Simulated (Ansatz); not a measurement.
Relaxed-ion elastic tensor of Ga (body-centred tetragonal, I4/mmm) in GPa (Voigt order), LDA (plane waves, PAW; program Ansatz); density 6.77 g/cm³, 17.11 Å³ per atom.

```json
[
 {"": "1", "1": "89.2", "2": "47.0", "3": "60.2", "4": "0.0", "5": "0.0", "6": "0.0"},
 {"": "2", "1": "47.0", "2": "89.2", "3": "60.2", "4": "0.0", "5": "0.0", "6": "0.0"},
 {"": "3", "1": "60.2", "2": "60.2", "3": "70.9", "4": "0.0", "5": "0.0", "6": "0.0"},
 {"": "4", "1": "0.0", "2": "0.0", "3": "0.0", "4": "4.1", "5": "0.0", "6": "0.0"},
 {"": "5", "1": "0.0", "2": "0.0", "3": "0.0", "4": "0.0", "5": "4.1", "6": "0.0"},
 {"": "6", "1": "0.0", "2": "0.0", "3": "0.0", "4": "0.0", "5": "0.0", "6": "12.6"}
]
```

**Question.** Is the crystal mechanically stable?

**Answer.** Yes: the smallest eigenvalue of C is 4.1 GPa.

**Question.** Work out the Voigt, Reuss and Hill averages.

**Answer.** K_V = 64.9, K_R = 64.8, K_H = 64.8; G_V = 9.6, G_R = 6.4, G_H = 8.0 GPa.

**Question.** Give Young's modulus, Poisson's ratio, Pugh's ratio and the universal anisotropy index.

**Answer.** E = 9KG/(3K + G) = 23.1 GPa; ν = 0.44; K/G = 8.10 (ductile by the Pugh limit of 1.75); A_U = 5G_V/G_R + K_V/K_R − 6 = 2.50.

**Question.** Estimate the sound speeds and the Debye temperature.

**Answer.** v_l = √((K + 4G/3)/ρ) = 3340 m/s, v_t = √(G/ρ) = 1090 m/s, mean 1240 m/s; Θ = (h/k)(3n/4πV)^(1/3) v_m = 143 K.

**Question.** Solve the Christoffel equation for the three sound speeds along x, y, z.

**Answer.** Eigenvalues of C_ijkl n_j n_l equal ρv². In km/s, slowest first: x 0.78, 1.36, 3.63; y 0.78, 1.36, 3.63; z 0.78, 0.78, 3.24.

**Question.** How much does each axis shrink under pressure?

**Answer.** Linear compressibilities β_i = Σ_j S_ij (j = 1 to 3): x 4.4, y 4.4, z 6.6 per TPa.

The first step of the workflow began from a Materials Project structure, measured or hypothetical; the Crystallography Open Database copy checked does not list it. It is not the phase usual at ambient conditions (space group No. 64). The LDA relaxation kept the symmetry of its start; its stability against distortions is not shown here. As this level gives no gap, shear constants depend on the k-mesh and smearing (Fermi–Dirac, 0.1 eV here).

Potentials: the earlier of the program's two PAW sets. The files were generated under PBE; for other functionals the program regenerates the frozen cores, and for LDA and PBEsol the local potential too.
